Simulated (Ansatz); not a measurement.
## LaGa3Cu in Ansatz, settings compared

input.yaml:

```yaml
crystal:
  lattice:
    - [0.0, 4.263684, 0.0]
    - [4.263684, 0.0, 0.0]
    - [2.131842, 2.131842, -5.283995]
  atoms:
    - { symbol: La, position: [0.1276, 0.1276, 0.7448] }
    - { symbol: Cu, position: [0.5153, 0.5153, 0.9694] }
    - { symbol: Ga, position: [0.87958, 0.37958, 0.24084] }
    - { symbol: Ga, position: [0.37958, 0.87958, 0.24084] }
    - { symbol: Ga, position: [0.7422, 0.7422, 0.5156] }
  symmetry: { tolerance: 0.0003 }
kpoints:
  mp_grid: { grid: [5, 5, 5], shift: [0, 0, 0] }
magnetization:
  spin_polarized: false
scf:
  occupations: { method: fermi_dirac, width: 0.1231 }
hamiltonian:
  pseudopotentials: { kind: paw }
  xc: r2scan
basis:
  ecutwfc: 500
output:
  forces: true
  stress: true
  eigenvalues: true
  write_density: true
  write_potential: true
  elf: true
  volumetric_format: npy
```

Run with:

```bash
ansatz run input.yaml --threads 1 --pin off --max-ram 2560MiB --backend cpu --events-out ev --progress --plain --runs-dir out
```

Origin of the cell: a known structure type with other elements, at an estimated volume, so it need not be a known compound.

Output of this run (shortened):

```
SCF iter   1: F=—  HF=-24269.684902 eV  Δρ=2.15e-2  dr2=3.86e-1  dr2_τ=8.73e-3
SCF iter   2: F=—  HF=-24269.743252 eV  Δρ=1.59e-2  dr2=1.43e-1  dr2_τ=1.91e-3
SCF iter   3: F=—  HF=-24269.710191 eV  Δρ=6.94e-3  dr2=6.85e-2  dr2_τ=2.42e-4
SCF iter   4: F=—  HF=-24269.700237 eV  Δρ=2.31e-3  dr2=1.16e-2  dr2_τ=6.91e-5
SCF iter   5: F=—  HF=-24269.698569 eV  Δρ=1.64e-3  dr2=2.14e-3  dr2_τ=2.13e-5
SCF iter   6: F=—  HF=-24269.698803 eV  Δρ=4.36e-4  dr2=5.62e-4  dr2_τ=1.48e-6
SCF iter   7: F=—  HF=-24269.698744 eV  Δρ=2.93e-4  dr2=7.12e-5  dr2_τ=2.00e-7
SCF iter   8: F=—  HF=-24269.698764 eV  Δρ=1.28e-4  dr2=1.97e-5  dr2_τ=1.68e-7
SCF iter   9: F=—  HF=-24269.698758 eV  Δρ=3.42e-5  dr2=3.04e-6  dr2_τ=3.87e-8
SCF iter  10: F=—  HF=-24269.698759 eV  Δρ=1.54e-5  dr2=1.97e-7  dr2_τ=1.27e-9
SCF iter  11: F=-24269.698759 eV  HF=-24269.698759 eV  Δρ=6.25e-6  dr2=3.99e-8  dr2_τ=3.41e-10
SCF 1 converged in 11 iterations: F = -24269.698759 eV  dr2 = 3.99e-8
SCF converged after 11 iterations
Free energy (F): -24269.698759 eV
Harris-Foulkes:  -24269.698759 eV  (|F-HF|=1.07e-8)
Internal energy: -24269.624449 eV  (E = F + TS)
E sigma→0 (E₀):  -24269.661604 eV
Entropy (-TS):   -0.074310 eV (-14.862 meV/atom)
Fermi energy:    12.057370 eV
--- Per-component energies (eV) ---
  E_band       = -546.457443
  E_kinetic    = 838.015046
  E_local      = -11302.556010  (includes V_loc(G=0)·N_el)
  E_nonlocal   = 1760.654848
  E_hartree    = 5205.164081
  E_xc         = -405.452176
  E_vxc        = -467.731988  (∫ρ·V_xc dr)
  E_paw        = -13117.973107  (= ΣΔE_a)
  E_vpaw       = -1812.443173  (= ΣTr[D̂ρ^β])
  E_aug_tail   = 0.000023  (compensation charges beyond the density's cutoff)
  E_vtau       = 27.293340  (kinetic-family band-sum trace: ∫τ·v_τ [+ j·A + Jᵃ·Aᵃ] dr)
  E_ewald      = -7245.285349
  E_core_change = -2.191805  (= ΣΔE_core)
  E_smearing   = -0.074310  (= −TS)
  Σ components = -24269.698759   (vs F -24269.698759, Δ=0.00e0)
--- Forces (eV/Å), atoms counted from 1 ---
  atom   1  La    -0.000000     0.000000    -0.039275
  atom   2  Cu    -0.000000     0.000000    -0.699524
  atom   3  Ga     0.000000     0.000000     0.655339
  atom   4  Ga     0.000000    -0.000000     0.655339
  atom   5  Ga    -0.000000    -0.000000    -0.571899
  max |Σ_I F_I| component: 1.89e-5 eV/Å
--- Stress (GPa, compression-positive) ---
       -0.585114      -0.000000      -0.000000
       -0.000000      -0.585114      -0.000000
       -0.000000      -0.000000      -0.604455
  P = ⅓ Tr σ = -0.5916 GPa (-5.916 kbar)
```

The same input was run again with these changes:

1. `scf.convergence.dr2_threshold` default → 0.0001
2. `basis.ecutwfc` 500 → "250 eV"; `accuracy` default → medium
3. `scf.n_extra_bands` default → 32; `basis.ecutrho_ratio` default → 4; `scf.algorithm` default → direct_min
4. `scf.n_extra_bands` default → 2

```
 run        end  SCF iterations  P (GPa)  max force component (eV/Å)  moment (μB)  ΔE(σ→0) (meV/atom)
base  converged              11    -0.59                       0.700            –                   0
   1  converged               8    -0.59                       0.700            –                0.00
   2  converged              10    -0.84                       0.714            –             1337.91
   3  converged               6    -0.59                       0.699            –                0.00
   4  converged              11    -0.59                       0.700            –                0.00
```

Energies are compared only where functional, datasets, charge and starting cell are the same.

Not properties of the system: run 2 (too coarse or loose: `basis.ecutwfc` = "250 eV").

Caveats of the base run: no moments, though an odd count or open d shells may carry them; no spin-orbit coupling, though heavy elements are present; the k mesh is coarse if the cell is a metal.

Run 1: the SCF threshold is loose for forces; the printed levels are not confirmed.
Run 2: the cutoff lies below the datasets' advice.

The base run ran for 23 s on 1 thread of Intel(R) Xeon(R) Platinum 8375C CPU @ 2.90GHz (Ice Lake), on a shared host, peak memory 0.6 GiB, from the program's own first density.
